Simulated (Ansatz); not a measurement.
SiO$_{2}$:
```cif
data_O6Si3
_chemical_formula_sum 'Si3 O6'
_space_group_name_H-M_alt 'P3221'
_space_group_IT_number 154
_space_group_name_Hall 'P 32 2"'
_cell_length_a 4.92009
_cell_length_b 4.92009
_cell_length_c 5.41601
_cell_angle_alpha 90.000
_cell_angle_beta 90.000
_cell_angle_gamma 120.000
loop_
_atom_site_label
_atom_site_type_symbol
_atom_site_symmetry_multiplicity
_atom_site_Wyckoff_symbol
_atom_site_fract_x
_atom_site_fract_y
_atom_site_fract_z
_atom_site_occupancy
Si1 Si 3 a 0.53112 0.53112 0.00000 1
O1 O 6 c 0.26918 0.41312 0.21556 1
```

Relaxed with r²SCAN.

Which orbitals make up the states near the band edges in plane-wave PAW r²SCAN (Ansatz code)?

Top 1 eV of the valence band: O 2p 97 %. Bottom 1 eV of the conduction band: Si 3s 43 %, O 2s 21 %, Si 3p 14 %, O 2p 5 %, outside the projected shells 17 %. Projections are on Löwdin-orthogonalised atomic valence shells; empty p or d shells of many metals are not among them.

Tabulate the density of states.

States/eV per cell of 9 atoms, in 0.25 eV bins, energy from the valence-band maximum.

| E (eV) | total | O 2p | Si 3p | O 2s |
|---|---|---|---|---|
| -7.85 | 0.44 | 0.29 | 0.03 | 0.02 |
| -7.60 | 1.03 | 0.70 | 0.07 | 0.05 |
| -7.35 | 3.80 | 2.60 | 0.31 | 0.18 |
| -7.10 | 1.78 | 1.23 | 0.16 | 0.08 |
| -6.85 | 0.60 | 0.42 | 0.06 | 0.02 |
| -6.60 | 1.05 | 0.76 | 0.14 | 0.04 |
| -6.35 | 3.05 | 2.22 | 0.42 | 0.10 |
| -6.10 | 2.15 | 1.59 | 0.32 | 0.06 |
| -5.85 | 1.34 | 1.00 | 0.22 | 0.03 |
| -5.60 | 1.74 | 1.33 | 0.37 | 0.01 |
| -5.35 | 10.85 | 8.42 | 2.22 | 0.04 |
| -5.10 | 4.82 | 3.78 | 0.93 | 0.03 |
| -4.85 | 5.94 | 4.76 | 1.06 | 0.03 |
| -4.60 | 1.31 | 1.07 | 0.22 | 0.00 |
| -4.35 | 0.00 | 0.00 | 0.00 | 0.00 |
| -4.10 | 0.00 | 0.00 | 0.00 | 0.00 |
| -3.85 | 0.00 | 0.00 | 0.00 | 0.00 |
| -3.60 | 0.00 | 0.00 | 0.00 | 0.00 |
| -3.35 | 1.26 | 1.01 | 0.17 | 0.07 |
| -3.10 | 8.69 | 7.09 | 1.02 | 0.43 |
| -2.85 | 6.55 | 5.63 | 0.50 | 0.27 |
| -2.60 | 6.99 | 6.33 | 0.31 | 0.18 |
| -2.35 | 6.39 | 5.88 | 0.25 | 0.12 |
| -2.10 | 8.17 | 7.56 | 0.28 | 0.16 |
| -1.85 | 4.38 | 4.04 | 0.17 | 0.09 |
| -1.60 | 8.69 | 8.09 | 0.31 | 0.12 |
| -1.35 | 7.48 | 7.03 | 0.24 | 0.08 |
| -1.10 | 9.38 | 8.92 | 0.21 | 0.09 |
| -0.85 | 7.85 | 7.50 | 0.14 | 0.08 |
| -0.60 | 5.64 | 5.42 | 0.09 | 0.05 |
| -0.35 | 7.40 | 7.21 | 0.07 | 0.04 |
| -0.10 | 7.13 | 7.00 | 0.04 | 0.03 |
| 0.15 | 0.00 | 0.00 | 0.00 | 0.00 |
| 0.40 | 0.00 | 0.00 | 0.00 | 0.00 |
| 0.65 | 0.00 | 0.00 | 0.00 | 0.00 |
| 0.90 | 0.00 | 0.00 | 0.00 | 0.00 |
| 1.15 | 0.00 | 0.00 | 0.00 | 0.00 |
| 1.40 | 0.00 | 0.00 | 0.00 | 0.00 |
| 1.65 | 0.00 | 0.00 | 0.00 | 0.00 |
| 1.90 | 0.00 | 0.00 | 0.00 | 0.00 |
| 2.15 | 0.00 | 0.00 | 0.00 | 0.00 |
| 2.40 | 0.00 | 0.00 | 0.00 | 0.00 |
| 2.65 | 0.00 | 0.00 | 0.00 | 0.00 |
| 2.90 | 0.00 | 0.00 | 0.00 | 0.00 |
| 3.15 | 0.00 | 0.00 | 0.00 | 0.00 |
| 3.40 | 0.00 | 0.00 | 0.00 | 0.00 |
| 3.65 | 0.00 | 0.00 | 0.00 | 0.00 |
| 3.90 | 0.00 | 0.00 | 0.00 | 0.00 |
| 4.15 | 0.00 | 0.00 | 0.00 | 0.00 |
| 4.40 | 0.00 | 0.00 | 0.00 | 0.00 |
| 4.65 | 0.00 | 0.00 | 0.00 | 0.00 |
| 4.90 | 0.00 | 0.00 | 0.00 | 0.00 |
| 5.15 | 0.00 | 0.00 | 0.00 | 0.00 |
| 5.40 | 0.00 | 0.00 | 0.00 | 0.00 |
| 5.65 | 0.00 | 0.00 | 0.00 | 0.00 |
| 5.90 | 0.00 | 0.00 | 0.00 | 0.00 |
| 6.15 | 0.00 | 0.00 | 0.00 | 0.00 |
| 6.40 | 0.00 | 0.00 | 0.00 | 0.00 |
| 6.65 | 0.02 | 0.00 | 0.00 | 0.00 |
| 6.90 | 0.14 | 0.01 | 0.01 | 0.03 |
| 7.15 | 0.23 | 0.01 | 0.03 | 0.05 |
| 7.40 | 0.31 | 0.02 | 0.05 | 0.06 |
| 7.65 | 0.40 | 0.03 | 0.08 | 0.08 |
| 7.90 | 0.49 | 0.04 | 0.12 | 0.10 |
| 8.15 | 0.59 | 0.05 | 0.16 | 0.12 |
| 8.40 | 0.72 | 0.06 | 0.21 | 0.14 |
| 8.65 | 0.89 | 0.08 | 0.28 | 0.17 |
| 8.90 | 1.20 | 0.11 | 0.40 | 0.23 |
| 9.15 | 1.30 | 0.12 | 0.44 | 0.25 |
| 9.40 | 1.32 | 0.12 | 0.46 | 0.25 |
| 9.65 | 1.35 | 0.12 | 0.46 | 0.26 |
| 9.90 | 3.81 | 0.31 | 1.67 | 0.57 |
| 10.15 | 5.82 | 0.38 | 2.82 | 0.73 |
| 10.40 | 6.55 | 0.47 | 3.43 | 0.83 |
| 10.65 | 4.75 | 0.39 | 2.55 | 0.52 |
| 10.90 | 4.36 | 0.40 | 2.38 | 0.47 |
| 11.15 | 5.44 | 0.53 | 2.75 | 0.49 |
| 11.40 | 7.00 | 0.69 | 3.63 | 0.52 |

Space group P3_221. Symmetry was held in the r²SCAN relaxation; phonons on a q-mesh show no instability.

Potentials: the earlier of the program's two PAW sets.
